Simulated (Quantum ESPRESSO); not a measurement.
# BSi2ON3: one run as intended and one with a planted mistake

Computed values, not a measurement. The program is pw.x of Quantum ESPRESSO 7.5 (plane-wave density functional theory). The cell is made up: 7 atoms on a wurtzite lattice with one site empty, with randomly drawn elements, strain and displacements, not relaxed. PseudoDojo standard norm-conserving files (v0.5 for PBE, v0.4.1 for LDA and PBEsol) set the functional; there is no spin polarisation, spin-orbit coupling or dispersion term, and the masses in the input are unused placeholders.

Intended input:

```
&control calculation='scf', pseudo_dir='./dojo.nc.sr.pbe.v0_5.standard.upf', outdir='./o', disk_io='medium', tprnfor=.true., tstress=.true. /
&system ibrav=0, nat=7, ntyp=4, nbnd=22, ecutwfc=84.00895049, nosym=.true., tot_charge=0,
 occupations='smearing', smearing='fd', degauss=0.0018374661
/
&electrons conv_thr=7.350e-09, electron_maxstep=60, /
ATOMIC_SPECIES
B 1.0 B.upf
N 1.0 N.upf
O 1.0 O.upf
Si 1.0 Si.upf
CELL_PARAMETERS angstrom
2.8946 -0.0496 -0.0269
-0.086 4.9692 0.0303
-0.0439 0.0286 4.8348
ATOMIC_POSITIONS angstrom
B 0.0728 -0.0672 -0.0551
Si 1.2526 2.4191 0.0538
Si 0.0161 3.4967 2.4058
O 0.0487 0.1482 1.8377
N 1.5199 2.4223 1.6379
N 1.4925 0.786 4.3654
N -0.0999 3.3838 4.291
K_POINTS automatic
6 4 4 1 1 1
```

The log is shortened where brackets say so; the opening notice, blank lines, dates and the lines on written files are dropped, and the path of the files is cut. It prints rydbergs, bohrs and kilobars, and counts compression as positive stress. Where no state is partly filled, the Fermi energy that it prints is only some level between the filled and the empty states on the mesh, and need not lie in the true gap.

Log of the intended run:

```
     Program PWSCF v.7.5
     Parallel version (MPI & OpenMP), running on       1 processor cores
     Number of MPI processes:                 1
     Threads/MPI process:                     1
     [start-up lines left out]
     bravais-lattice index     =            0
     lattice parameter (alat)  =       5.4710  a.u.
     unit-cell volume          =     469.1048 (a.u.)^3
     number of atoms/cell      =            7
     number of atomic types    =            4
     number of electrons       =        32.00
     number of Kohn-Sham states=           22
     kinetic-energy cutoff     =      84.0090  Ry
     charge density cutoff     =     336.0358  Ry
     scf convergence threshold =      7.3E-09
     mixing beta               =       0.7000
     number of iterations used =            8  plain     mixing
     Exchange-correlation= PBE
                           (   1   4   3   4   0   0   0)
     [axes and pseudopotential details left out]
   Cartesian axes
     site n.     atom                  positions (alat units)
         1        B      tau(   1) = (   0.0251455  -0.0232112  -0.0190318  )
         2        Si     tau(   2) = (   0.4326546   0.8355699   0.0185828  )
         3        Si     tau(   3) = (   0.0055610   1.2077786   0.8309760  )
         4        O      tau(   4) = (   0.0168212   0.0511891   0.6347512  )
         5        N      tau(   5) = (   0.5249815   0.8366752   0.5657393  )
         6        N      tau(   6) = (   0.5155173   0.2714885   1.5078321  )
         7        N      tau(   7) = (  -0.0345060   1.1687823   1.4821340  )
     number of k points=    48  Fermi-Dirac smearing, width (Ry)=  0.0018
                       cart. coord. in units 2pi/alat
        k(    1) = (   0.0853133   0.0738454   0.0751897), wk =   0.0416667
        k(    2) = (   0.0866894   0.0729563   0.2249111), wk =   0.0416667
     [further k points left out]
     Dense  grid:    48775 G-vectors     FFT dimensions: (  32,  60,  54)
     Estimated max dynamical RAM per process >      55.65 MB
     Initial potential from superposition of free atoms
     starting charge      31.9985, renormalised to      32.0000
     Starting wfcs are   28 randomized atomic wfcs
     total cpu time spent up to now is        5.0 secs
     per-process dynamical memory:    36.0 Mb
     Self-consistent Calculation
     iteration #  1     ecut=    84.01 Ry     beta= 0.70
     Davidson diagonalization with overlap
     ethr =  1.00E-02,  avg # of iterations =  3.0
     total cpu time spent up to now is       14.0 secs
     total energy              =    -117.52445871 Ry
     estimated scf accuracy    <       1.70737539 Ry
     iteration #  2     ecut=    84.01 Ry     beta= 0.70
     Davidson diagonalization with overlap
     ethr =  5.34E-03,  avg # of iterations =  2.5
     total cpu time spent up to now is       22.4 secs
     total energy              =    -117.73812387 Ry
     estimated scf accuracy    <       2.58520626 Ry
     [iterations 3 to 11 left out]
     iteration # 12     ecut=    84.01 Ry     beta= 0.70
     Davidson diagonalization with overlap
     ethr =  1.68E-10,  avg # of iterations =  2.9
     total cpu time spent up to now is      113.2 secs
     total energy              =    -118.28274132 Ry
     estimated scf accuracy    <       0.00000002 Ry
     iteration # 13     ecut=    84.01 Ry     beta= 0.70
     Davidson diagonalization with overlap
     ethr =  5.30E-11,  avg # of iterations =  2.0
     total cpu time spent up to now is      121.1 secs
     End of self-consistent calculation
     [lines on levels left out]
     the Fermi energy is     8.7366 ev
!    total energy              =    -118.28274132 Ry
     estimated scf accuracy    <          1.3E-09 Ry
     smearing contrib. (-TS)   =       0.00000000 Ry
     internal energy E=F+TS    =    -118.28274132 Ry
     The total energy is F=E-TS. E is the sum of the following terms:
     one-electron contribution =     -10.31417139 Ry
     hartree contribution      =      24.96608058 Ry
     xc contribution           =     -35.33540057 Ry
     ewald contribution        =     -97.59924994 Ry
     convergence has been achieved in  13 iterations
     Forces acting on atoms (cartesian axes, Ry/au):
     atom    1 type  1   force =     0.00223641    0.14823602    0.03312337
     atom    2 type  4   force =     0.11179586   -0.13266672   -0.08574561
     atom    3 type  4   force =    -0.01338885    0.02052982   -0.11971873
     atom    4 type  3   force =     0.00899942   -0.17897212   -0.04967528
     atom    5 type  2   force =    -0.01745910    0.17258619    0.24616695
     atom    6 type  2   force =    -0.04515059   -0.08582545    0.04034888
     atom    7 type  2   force =    -0.04703315    0.05611226   -0.06449958
     Total force =     0.470407     Total SCF correction =     0.000047
     Computing stress (Cartesian axis) and pressure
          total   stress  (Ry/bohr**3)                   (kbar)     P=     -168.02
  -0.00125912   0.00021911   0.00032916         -185.22       32.23       48.42
   0.00021911  -0.00223621  -0.00021724           32.23     -328.96      -31.96
   0.00032916  -0.00021724   0.00006882           48.42      -31.96       10.12
     init_run     :      4.59s CPU      4.93s WALL (       1 calls)
     electrons    :    102.73s CPU    116.14s WALL (       1 calls)
     forces       :      1.31s CPU      1.34s WALL (       1 calls)
     stress       :      5.77s CPU      5.81s WALL (       1 calls)
     [timing details left out]
     PWSCF        :   1m54.54s CPU   2m 8.44s WALL
     JOB DONE.
```

A second run has one planted mistake: the self-consistency threshold is too loose. The input lines that differ, file-writing options aside:

```
- &electrons conv_thr=7.350e-09, electron_maxstep=60, /
+ &electrons conv_thr=2.205e-03, electron_maxstep=60, /
```

Its log:

```
     Program PWSCF v.7.5
     Parallel version (MPI & OpenMP), running on       1 processor cores
     Number of MPI processes:                 1
     Threads/MPI process:                     1
     [start-up lines left out]
     bravais-lattice index     =            0
     lattice parameter (alat)  =       5.4710  a.u.
     unit-cell volume          =     469.1048 (a.u.)^3
     number of atoms/cell      =            7
     number of atomic types    =            4
     number of electrons       =        32.00
     number of Kohn-Sham states=           22
     kinetic-energy cutoff     =      84.0090  Ry
     charge density cutoff     =     336.0358  Ry
     scf convergence threshold =      2.2E-03
     mixing beta               =       0.7000
     number of iterations used =            8  plain     mixing
     Exchange-correlation= PBE
                           (   1   4   3   4   0   0   0)
     [axes and pseudopotential details left out]
   Cartesian axes
     site n.     atom                  positions (alat units)
         1        B      tau(   1) = (   0.0251455  -0.0232112  -0.0190318  )
         2        Si     tau(   2) = (   0.4326546   0.8355699   0.0185828  )
         3        Si     tau(   3) = (   0.0055610   1.2077786   0.8309760  )
         4        O      tau(   4) = (   0.0168212   0.0511891   0.6347512  )
         5        N      tau(   5) = (   0.5249815   0.8366752   0.5657393  )
         6        N      tau(   6) = (   0.5155173   0.2714885   1.5078321  )
         7        N      tau(   7) = (  -0.0345060   1.1687823   1.4821340  )
     number of k points=    48  Fermi-Dirac smearing, width (Ry)=  0.0018
                       cart. coord. in units 2pi/alat
        k(    1) = (   0.0853133   0.0738454   0.0751897), wk =   0.0416667
        k(    2) = (   0.0866894   0.0729563   0.2249111), wk =   0.0416667
     [further k points left out]
     Dense  grid:    48775 G-vectors     FFT dimensions: (  32,  60,  54)
     Estimated max dynamical RAM per process >      55.65 MB
     Initial potential from superposition of free atoms
     starting charge      31.9985, renormalised to      32.0000
     Starting wfcs are   28 randomized atomic wfcs
     total cpu time spent up to now is        4.5 secs
     per-process dynamical memory:    43.7 Mb
     Self-consistent Calculation
     iteration #  1     ecut=    84.01 Ry     beta= 0.70
     Davidson diagonalization with overlap
     ethr =  1.00E-02,  avg # of iterations =  3.0
     total cpu time spent up to now is       15.0 secs
     total energy              =    -117.52445871 Ry
     estimated scf accuracy    <       1.70737539 Ry
     iteration #  2     ecut=    84.01 Ry     beta= 0.70
     Davidson diagonalization with overlap
     ethr =  5.34E-03,  avg # of iterations =  2.5
     total cpu time spent up to now is       27.2 secs
     total energy              =    -117.73812387 Ry
     estimated scf accuracy    <       2.58520626 Ry
     [iterations 3 to 4 left out]
     iteration #  5     ecut=    84.01 Ry     beta= 0.70
     Davidson diagonalization with overlap
     ethr =  3.63E-05,  avg # of iterations =  9.3
     total cpu time spent up to now is       57.1 secs
     total energy              =    -118.28138046 Ry
     estimated scf accuracy    <       0.00644551 Ry
     iteration #  6     ecut=    84.01 Ry     beta= 0.70
     Davidson diagonalization with overlap
     ethr =  2.01E-05,  avg # of iterations =  2.4
     total cpu time spent up to now is       64.8 secs
     End of self-consistent calculation
     [lines on levels left out]
     the Fermi energy is     8.7242 ev
!    total energy              =    -118.28223192 Ry
     estimated scf accuracy    <       0.00086850 Ry
     smearing contrib. (-TS)   =      -0.00000000 Ry
     internal energy E=F+TS    =    -118.28223192 Ry
     The total energy is F=E-TS. E is the sum of the following terms:
     one-electron contribution =     -10.32717457 Ry
     hartree contribution      =      24.98792957 Ry
     xc contribution           =     -35.34373698 Ry
     ewald contribution        =     -97.59924994 Ry
     convergence has been achieved in   6 iterations
     Forces acting on atoms (cartesian axes, Ry/au):
     atom    1 type  1   force =     0.00215741    0.14836739    0.03397482
     atom    2 type  4   force =     0.11171392   -0.13475145   -0.08384406
     atom    3 type  4   force =    -0.01399771    0.01973506   -0.11930889
     atom    4 type  3   force =     0.00922518   -0.17821419   -0.04945944
     atom    5 type  2   force =    -0.01743143    0.17577296    0.24388453
     atom    6 type  2   force =    -0.04498952   -0.08824774    0.04109462
     atom    7 type  2   force =    -0.04667784    0.05733798   -0.06634159
     Total force =     0.471168     Total SCF correction =     0.039582
     Computing stress (Cartesian axis) and pressure
          total   stress  (Ry/bohr**3)                   (kbar)     P=     -161.60
  -0.00124760   0.00022046   0.00032253         -183.53       32.43       47.45
   0.00022046  -0.00213970  -0.00023371           32.43     -314.76      -34.38
   0.00032253  -0.00023371   0.00009161           47.45      -34.38       13.48
     init_run     :      4.35s CPU      4.46s WALL (       1 calls)
     electrons    :     55.12s CPU     60.31s WALL (       1 calls)
     forces       :      1.27s CPU      1.30s WALL (       1 calls)
     stress       :      5.27s CPU      5.32s WALL (       1 calls)
     [timing details left out]
     PWSCF        :   1m 6.13s CPU   1m11.59s WALL
     JOB DONE.
```

```
                                            intended run  run with the mistake
                          free energy (eV)     -1609.319             -1609.312
                    smearing term -TS (eV)        0.0000                0.0000
                            pressure (GPa)        -16.80                -16.16
            largest force component (eV/Å)         6.329                 6.271
largest change of a force component (eV/Å)                               0.082
                                iterations            13                     6
```

For scale, a rerun of the intended cell at 1437 eV and a 8 x 6 x 6 mesh moved values by no more than 0.002 eV in energy, 0.04 GPa in stress and 0.003 eV/Å in force.